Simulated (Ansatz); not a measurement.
An Ansatz (a quantum-chemistry and plane-wave program) run. Input:

Ansatz 0.2 input:
```yaml
crystal:
  lattice:
    - [3.2318382874, 0.0, 0.0]
    - [0.0, 3.2318382874, 0.0]
    - [0.0, 0.0, 3.2318382874]
  atoms:
    - { symbol: Ga, position: [0.5, 0.5, 0.5] }
    - { symbol: Ag, position: [0.0, 0.0, 0.0] }
kpoints:
  mp_grid: { grid: [13, 13, 13] }
hamiltonian:
  xc: pbesol
  pseudopotentials: { kind: paw }
scf:
  occupations: { method: fermi_dirac, width: 0.1 }
phonons:
  method: dfpt
  response_accuracy: low
  eigenvectors: true
  rigid_motions: translations
```

Output (shortened):

```
zone centre: on kpoints.mp_grid the ground state, and the responses unless they are solved on pairs of k-points, stand on 196 of the mesh's 2197 k-points, …
Pseudopotentials: kind: paw
Pseudopotential: Ga, paw, valence charge 13
Pseudopotential: Ag, paw, valence charge 19
Functional definition: PBEsol
Crystal: 2 atoms, lattice volume = 33.756 Å³
Basis set: ecut = 420 eV, 691 PW (Γ), exchange–correlation on 48×48×48 points (8 copies of the dense FFT grid, shifted against one another)
Bands: 20, of which v1, the nominal top of the filled ones, is band 16 counted from 1 (15 counted from 0)
Symmetry: 48 space group operations
k-points: 196 of 2197 (irreducible under 8 space group operations, time reversal used)
PAW frozen core: Ga, regenerated for the run's functional, and the local potential with it
PAW frozen core: Ag, regenerated for the run's functional, and the local potential with it
Initial wavefunctions: pseudopotential atomic-orbital guess
Eigensolver: davidson
Functional: x = pbesol(κ = 0.804, μ = 0.12345679012345678), c = pbesol(β = 0.046)
SCF iter   1: F=—  HF=-11265.372006 eV  |F-HF|=—  |Δ(HF+E_count)|=         —  Δρ=5.75e-3  dr2=8.66e-3  ethr=1.77e-3  ⟨swp⟩=5.1  Hψ=15829  notcnv=0
all-band conjugate gradients solve this SCF's bands
preconditioner: auto → none
SCF iter   2: F=—  HF=-11265.369808 eV  |F-HF|=—  |Δ(HF+E_count)|=   2.20e-3  Δρ=1.72e-3  dr2=7.74e-4  ethr=2.71e-5  ⟨swp⟩=2.1  Hψ=7714  notcnv=0
SCF iter   3: F=—  HF=-11265.369522 eV  |F-HF|=—  |Δ(HF+E_count)|=   2.85e-4  Δρ=6.52e-4  dr2=8.30e-5  ethr=2.42e-6  ⟨swp⟩=2.6  Hψ=6260  notcnv=0
SCF iter   4: F=—  HF=-11265.369500 eV  |F-HF|=—  |Δ(HF+E_count)|=   2.23e-5  Δρ=1.07e-4  dr2=1.45e-6  ethr=2.59e-7  ⟨swp⟩=2.2  Hψ=6120  notcnv=0
SCF iter   5: F=—  HF=-11265.369495 eV  |F-HF|=—  |Δ(HF+E_count)|=   5.12e-6  Δρ=2.86e-5  dr2=2.59e-7  ethr=4.53e-9  ⟨swp⟩=2.0  Hψ=7071  notcnv=0
SCF iter   6: F=—  HF=-11265.369495 eV  |F-HF|=—  |Δ(HF+E_count)|=   1.77e-8  Δρ=2.28e-5  dr2=1.91e-7  ethr=8.09e-10  ⟨swp⟩=2.1  Hψ=6664  notcnv=0
SCF iter   7: F=—  HF=-11265.369495 eV  |F-HF|=—  |Δ(HF+E_count)|=   6.91e-8  Δρ=8.95e-6  dr2=2.97e-8  ethr=5.98e-10  ⟨swp⟩=2.3  Hψ=5669  notcnv=0
SCF iter   8: F=—  HF=-11265.369495 eV  |F-HF|=—  |Δ(HF+E_count)|=   1.16e-8  Δρ=1.55e-6  dr2=8.89e-10  ethr=9.29e-11  ⟨swp⟩=2.0  Hψ=6264  notcnv=0
SCF iter  10: F=-11265.369495 eV  HF=-11265.369495 eV  |F-HF|=1.82e-12  |Δ(HF+E_count)|=  3.64e-12  Δρ=6.11e-9  dr2=9.50e-15  ethr=1.00e-12  ⟨swp⟩=5.0  Hψ=16029  notcnv=0
SCF 1 converged in 10 iterations: F = -11265.369495 eV  dr2 = 9.50e-15
DFPT response loops at Γ: preconditioner auto → Kerker (q_TF=auto, 2.704 Å⁻¹) (partly filled bands, converged f_vac=0.000) …
SCF converged after 10 iterations
Free energy (F): -11265.369495 eV
Harris-Foulkes:  -11265.369495 eV  (|F-HF|=1.82e-12)
Internal energy: -11265.344412 eV  (E = F + TS)
E sigma→0 (E₀):  -11265.356954 eV
Entropy (-TS):   -0.025083 eV (-12.541 meV/atom)
Fermi energy:    14.676967 eV
--- Per-component energies (eV) ---
  E_band       = -273.885573
  E_kinetic    = 642.762066
  E_local      = -3985.616952  (includes V_loc(G=0)·N_el)
  E_nonlocal   = 506.285385
  E_hartree    = 1836.958934
  E_xc         = -252.925144
  E_vxc        = -293.280290  (∫ρ·V_xc dr)
  E_paw        = -5781.383023  (= ΣΔE_a)
  E_vpaw       = -817.953864  (= ΣTr[D̂ρ^β])
  E_aug_tail   = 0.000214  (compensation charges beyond the density's cutoff)
  E_ewald      = -4232.611610
  E_core_change = 1.185717  (= ΣΔE_core)
  E_smearing   = -0.025083  (= −TS)
  E_closure    =  0.000000  (closes the sum)
  Σ components = -11265.369495   (vs F -11265.369495, Δ=0.00e0)
  [band-id]    e_kinetic+e_local+e_nonlocal+2·e_hartree+e_vxc+e_vpaw+e_augmentation_tail = -273.885572   (vs E_band -273.885573, Δ=9.02e-7)
--- Band table (eV; the first three rows and the last of 196) ---
  k-point 0: bands = ["-78.0110", "-41.4999", "-41.4999", "-41.4999", "-0.4446", "-0.4446", "-0.3109", "-0.3109", "-0.3109", "4.0457", "8.7282", "8.7282", "9.9844", "9.9844", "9.9844", "17.9796", "17.9796", "17.9796", "21.4958", "23.6595"]
  k-point 1: bands = ["-78.0109", "-41.5012", "-41.4998", "-41.4998", "-0.4433", "-0.4373", "-0.3130", "-0.3130", "-0.3102", "4.1358", "8.7354", "8.7542", "9.9411", "9.9411", "9.9853", "17.1735", "18.1244", "18.1244", "21.9009", "23.6499"]
  k-point 2: bands = ["-78.0107", "-41.5047", "-41.4996", "-41.4996", "-0.4396", "-0.4172", "-0.3187", "-0.3187", "-0.3081", "4.4042", "8.7555", "8.8189", "9.8254", "9.8254", "9.9877", "15.6623", "18.5439", "18.5439", "22.3075", "23.6215"]
  k-point 195: bands = ["-78.0080", "-41.5181", "-41.5180", "-41.5180", "-0.4079", "-0.4062", "-0.4062", "-0.2316", "-0.2316", "8.1376", "8.2216", "8.2216", "10.4558", "10.4558", "12.6663", "16.0236", "16.8008", "16.8008", "18.0869", "18.0869"]
  band table: 20 of 20 bands, residual norms ≤ 1.0e-3 eV
--- Phonons (Γ-DFPT): 2 representative perturbations + reference, on 196 of 2197 k-points (Σ response iterations 6) ---
  k mesh reduced under 8 symmetry operations, with k and −k counted as one. Each operation leaves every solved perturbation unchanged …
  ASR residual: 4.840e-4 → 0.000e0 eV/Å²; symmetrization residual: 3.044e-5 eV/Å²
  ASR residual per site (eV/Å²): 2.52e-4 4.84e-4
  Γ frequencies (cm⁻¹): 0.00 0.00 0.00 122.67 122.67 122.67
  non-analytic LO–TO correction: not included (Born effective charges unavailable; polar crystals: no LO–TO splitting at Γ)
```

Cost: about 27 core-seconds (a rough figure) on shared cores.

Space group Pm-3m (CsCl type). The workflow started from an entry of the Crystallography Open Database (COD). Its standing as an ambient phase is unchecked. Symmetry was held in the PBEsol relaxation. At this level the phase is mechanically unstable. No spin polarisation was allowed. As this level gives no gap, phonon frequencies hold no LO–TO term and depend on the k-mesh and smearing (Fermi–Dirac, 0.1 eV here). Scalar-relativistic: spin–orbit coupling is off unless named, which matters more the heavier the elements.

Potentials: the later of the program's two PAW sets.

Ansatz is a plane-wave DFT program.
